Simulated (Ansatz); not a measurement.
# Structures of Li₂Cl₃: which is lowest?

Plane-wave DFT in Ansatz with scalar-relativistic PAW potentials, cutoff 420 eV, Γ-centred meshes chosen by cell and gap, Gaussian smearing with energies taken to zero width. Every cell was relaxed (cell and atoms) in a run of its own, within the symmetry of its start. Functional: PBE.

Relaxed structures (starts from databases or built by putting these elements on another compound's sites):
A. R-3m, 5 atoms in the computed cell, a = 3.812 Å, c = 23.780 Å; sites (symmetry × multiplicity) Li 3m × 6, Cl -3m × 3 + 3m × 6; start: built
B. P-3m1, 5 atoms in the computed cell, a = 3.806 Å, c = 7.935 Å; sites (symmetry × multiplicity) Li 3m. × 2, Cl -3m. × 1 + 3m. × 2; start: built
C. R-3c, 10 atoms in the computed cell, a = 6.488 Å, c = 16.227 Å; sites (symmetry × multiplicity) Li 3. × 12, Cl .2 × 18; start: built

Q: Rank them by energy. Could pressure change the order?

A:
| structure | group | E − E(lowest) (meV/atom) | V (Å³/atom) | gap on mesh (eV) |
| --- | --- | --- | --- | --- |
| C | R-3c | 0.0 | 19.72 | 0.00 |
| B | P-3m1 | 2.3 | 19.91 | 0.00 |
| A | R-3m | 6.6 | 19.95 | 0.00 |

C and B are level within the 5 meV/atom that separate runs leave open. The two lowest differ in volume by under 3 %, too little for a first-order estimate of what pressure does to that pair (other pairs aren't weighed here). Other structures may lie lower than all of these, and vibrations aren't counted.

Spin polarisation was left out, and a magnetic state may lie lower.